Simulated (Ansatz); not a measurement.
TlBr (CsCl type, space group No. 221) at seven volumes, plane-wave PAW LDA (Ansatz code), scaled uniformly. One row is withheld.

| V (Å³/atom) | P (GPa) |
|---|---|
| 25.749 | 4.01 |
| 26.598 | 2.42 |
| 27.447 | 1.10 |
| 28.296 | -0.01 |
| 29.145 | ? |
| 29.994 | -1.69 |
| 30.843 | -2.32 |

Task: Fit the shown pressures and predict the withheld one.

Result: P = (3/2)B₀(x^(7/2) − x^(5/2))[1 + (3/4)(B′ − 4)(x − 1)] with x = (V₀/V)^(2/3). Least squares on the six rows gives V₀ = 28.291 Å³/atom, B₀ = 33.5 GPa, B′ = 5.10. At V = 29.145, x = 0.9804 and P = -0.92 GPa. The run itself gave -0.92 GPa.

Space group Pm-3m (CsCl type). Symmetry was held in the LDA relaxation. Spin–orbit coupling is left out wherever it is not named.

Potentials: the later of the program's two PAW sets.
